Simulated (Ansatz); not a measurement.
A trial cell of VSbS4, before relaxation:

```
CELL_PARAMETERS angstrom
4.05184 0.00000 0.00000
0.00000 4.05184 0.00000
0.00000 0.00000 6.82410
ATOMIC_POSITIONS crystal
V 0.00000 0.00000 0.00000
Sb 0.50000 0.50000 0.50000
S 0.00000 0.00000 0.60384
S 0.50000 0.50000 0.10520
S 0.50000 0.50000 0.89480
S 0.00000 0.00000 0.39616
```

These are results of DFT PBE, scalar-relativistic, plane waves, PAW in Ansatz 0.2.0, not measurements. Cutoff 420 eV, Gaussian smearing, Γ-centred meshes. Cell and atoms relax first on a coarse mesh and then on a finer one. In between, the cell is made exact in the group found at 0.06 Å. In metals the finer mesh still leaves noise of several meV/atom or more. The steps can't lower the symmetry of their start. Collinear spin, starting moments V 2.0 μB.

A guess keeps its type if space group and coordination stay and the shape of the cell changes little (axis ratios within about 15 %, angles within 6°); the volume may change.

**Question.** Does it keep its structure type, or change into something else?

**Answer.** It doesn't keep its type. The symmetry stays P4/mmm (No. 123). The volume per atom grows by 4.4 %, from 18.7 to 19.5 Å³. The shortest distance goes from 1.42 Å (S–S) to 2.24 Å (S–S). The ratio c/a of the conventional cell changes by a factor of 1.90. Counting neighbours within 15 % of an atom's shortest distance, the start has S 1, Sb 10, V 10 and the end S 1/5, Sb 8, V 8. In detail, at the end V has 8 S at 2.60 Å, 4 V at 3.32 Å and 2 S at 3.70 Å; Sb has 8 S at 2.84 Å and 4 Sb at 3.32 Å; S on its first site has 4 Sb at 2.84 Å, 9 S at 3.21–3.48 Å and 1 V at 3.70 Å; 1 more site not described.

```cif
data_structure
_symmetry_space_group_name_H-M 'P4/mmm'
_symmetry_Int_Tables_number 123
_cell_length_a 3.3194
_cell_length_b 3.3194
_cell_length_c 10.6111
_cell_angle_alpha 90.000
_cell_angle_beta 90.000
_cell_angle_gamma 90.000
_cell_volume 116.92
loop_
_atom_site_label
_atom_site_type_symbol
_atom_site_symmetry_multiplicity
_atom_site_Wyckoff_symbol
_atom_site_fract_x
_atom_site_fract_y
_atom_site_fract_z
_atom_site_occupancy
V1 V 1 a 0.00000 0.00000 0.00000 1
Sb1 Sb 1 d 0.50000 0.50000 0.50000 1
S1 S 2 g 0.00000 0.00000 0.65149 1
S2 S 2 h 0.50000 0.50000 0.10575 1
```

The last run used collinear spin, a 12×12×4 mesh (in the run's order of axes) for its 6-atom cell and Gaussian smearing of 0.10 eV. Weakly bound directions are ill-defined at this level, which has no dispersion term. Spin–orbit coupling, which can matter for Sb, is left out. No Hubbard U is applied to the 3d shell of V. Another magnetic order may lie lower. A structure relaxed within its symmetry needn't be a true minimum.

In counts of neighbours, a slash parts the counts of unlike sites.
